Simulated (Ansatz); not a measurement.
## Al (Im-3m), clamped-ion strain scan

All numbers below come from DFT PBEsol, scalar-relativistic, plane waves, PAW in Ansatz. Settings: plane waves to 420 eV, k-mesh 20×20×20 (Γ-centred), Gaussian smearing 0.15 eV. No spin polarisation. Energies are free energies at this smearing, counted from the undisturbed cell; pressure is positive in compression.

Zero of the scan (as given, not relaxed at this level; it stands at 2.2 GPa; this bcc form isn't the usual structure):

```
Al
1.0
    -1.59122    1.59122    1.59122
     1.59122   -1.59122    1.59122
     1.59122    1.59122   -1.59122
Al
1
Direct
  0.00000 0.00000 0.00000
```

The cell is strained by ε times the Voigt pattern (0, 0, 0, 1, 0, 0) (xx, yy, zz, yz, xz, xy; engineering shear) with fractional coordinates fixed. The cell is metallic on the mesh throughout.

```csv
ε,ΔE (meV/atom),"stress summed along the pattern (GPa, tension positive)",pressure (GPa)
-0.1000,26.1,-5.15,3.4
-0.0500,?,?,2.5
0.0000,0.0,0.00,2.2
0.0125,0.3,0.52,2.2
0.0250,?,?,2.2
0.0375,3.2,1.81,2.3
0.0625,9.7,3.21,2.6
0.0750,14.3,3.94,2.8
0.0875,19.8,4.56,3.1
```

By symmetry 0.1000 repeats -0.1000, -0.0750 repeats 0.0750, 0.0500 repeats -0.0500, -0.0250 repeats 0.0250 in energy, with the opposite slope along the path.

Question: Give the withheld values.

Answer: ΔE (meV/atom) at ε = -0.0500: 6.0; stress summed along the pattern (GPa, tension positive) at ε = -0.0500: -2.51; ΔE (meV/atom) at ε = 0.0250: 1.4; stress summed along the pattern (GPa, tension positive) at ε = 0.0250: 1.11.